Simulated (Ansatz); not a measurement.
Te (trigonal-Te type, space group P3_121)

```
Te
1.0
    4.62355     0.00000     0.00000
   -2.31177     4.00411     0.00000
    0.00000     0.00000     5.90437
Te
3
Direct
  0.25344   0.00000   0.33333
  0.00000   0.25344   0.66667
  0.74656   0.74656   0.00000
```

In this cell atom 1 (Te, nearest neighbour Te at 2.827 Å; its periodic images, 4.6 Å or more away, move with it) is moved by s along Cartesian [111], unit vector (0.577, 0.577, 0.577); all other atoms and the cell stay fixed.

The numbers are results of r2SCAN (plane waves to 500 eV, PAW, scalar-relativistic; Ansatz, a first-principles code), not measurements. k mesh 7×7×5 (Γ-centred), Fermi-Dirac smearing 0.05 eV. Energies are smeared free energies. As the smearing reaches across the gap at some points, energies and forces of such displacements shift with the k mesh and the smearing. Spin-orbit coupling is left out, though Te is heavy. Te was relaxed with its symmetry unable to fall. The PAW data are Ansatz's earlier set. The zero of ΔE is the undisplaced structure.

The scan covers s from -0.570 to 0.570 Å in 11 points.

Question: Is the energy the same for displacements of ±0.570 Å, and if not, which side lies higher?

Answer: Not even: the negative side lies higher at ±0.570 Å. With its periodic images moving along, the atom's site symmetry in this cell is 2.

Question: What force acts on the atom along the line at s = -0.570 Å?

Answer: 8.92 eV/Å.

Question: What is the energy change at s = 0.570 Å?

Answer: 367 meV/cell.

Question: What is the force constant k = d²E/ds² of this move at s = 0?

Answer: 4.84 eV/Å².

(For displaced atoms, the force is minus the slope of the energy, and its curvature is a force constant, which sets phonon frequencies.)
